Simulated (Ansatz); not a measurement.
**Mn$_{2}$Ga$_{5}$: which magnetic order is lowest?**

```
Mn Ga
1.0
     8.85900    0.00000    0.00000
     0.00000    8.85900    0.00000
     0.00000    0.00000    2.70940
Mn Ga
4 10
Direct
  0.67820 0.17820 0.50000
  0.82180 0.67820 0.50000
  0.32180 0.82180 0.50000
  0.17820 0.32180 0.50000
  0.50000 0.00000 0.00000
  0.00000 0.50000 0.00000
  0.20460 0.06350 0.00000
  0.93650 0.20460 0.00000
  0.79540 0.93650 0.00000
  0.06350 0.79540 0.00000
  0.70460 0.43650 0.00000
  0.43650 0.29540 0.00000
  0.29540 0.56350 0.00000
  0.56350 0.70460 0.00000
```

All energies were calculated with Ansatz 0.2.0 (r2SCAN; 500 eV; 4×4×10 Γ-centred mesh; fermi-dirac occupations of width 0.050 eV). The atoms are fixed and numbered as listed; spin is collinear, without spin-orbit coupling.

The cycle has several fixed points for this cell. Moments (μB):

| state | Mn1 | Mn2 | Mn3 | Mn4 | other atoms together | size of the net moment a cell |
| --- | --- | --- | --- | --- | --- | --- |
| A | 3.02 | 3.02 | -3.02 | -3.02 | 0.00 | 0.00 |
| B | 3.08 | 3.05 | 3.08 | -3.09 | -0.45 | 5.51 |
| C | 3.05 | -3.05 | 3.05 | -3.05 | 0.00 | 0.00 |
| D | 0.00 | 0.00 | 0.00 | 0.00 | 0.00 | 0.00 |
| E | 3.02 | 3.02 | 3.02 | 3.02 | -0.92 | 10.79 |

Site moments are taken in small spheres that don't touch (radius about 0.4 of the atom's shortest bond), so those of the magnetic atoms read low, and they needn't add up to the net moment. State D was run without spin polarisation.

Q: What is the order in energy at zero smearing?

A: State E (parallel moments) is lowest; B (antiparallel, not compensated) lies 8.9 meV above it, A (antiparallel, compensated) lies 15.0 meV above it, C (antiparallel, compensated) lies 23 meV above it, D (without moments) lies 307 meV above it, all counted an atom of the cell.

Q: Which states have a gap on the mesh, and what pressure does each exert on this cell?

A: A: no gap, -0.7 GPa; B: no gap, -0.4 GPa; C: no gap, -0.4 GPa; D: no gap, -10.8 GPa; E: no gap, -1.1 GPa (positive in compression). Moments take up room: without them the pressure is lower, so that state wants a smaller cell.

Q: How much does the cell gain by forming moments?

A: 307 meV an atom of the cell, or 1073 meV for each Mn atom, against state D, which has none. In a metal like this the level decides whether moments form at all, so this is no ordering energy.

Of 4 runs begun from atoms with typed moments, each in a different pattern, 1 ended in state E: one start isn't enough to call a state the ground state.

The cell is that of a Crystallography Open Database entry, unchanged.

Caveats: only orders that fit this cell and collinear spins were tried, so the true order may need a larger cell or canted moments; atoms and cell are not relaxed, and each state would relax in its own way; r2SCAN overestimates the moments and magnetic energies of itinerant metals, and can make a paramagnetic metal magnetic; the k mesh is coarse, so differences of a few meV are uncertain where a state is a metal; one start a pattern, so a lower state of the same pattern may exist; the nearest magnetic pairs stand parallel in every state found, so their coupling isn't measured.
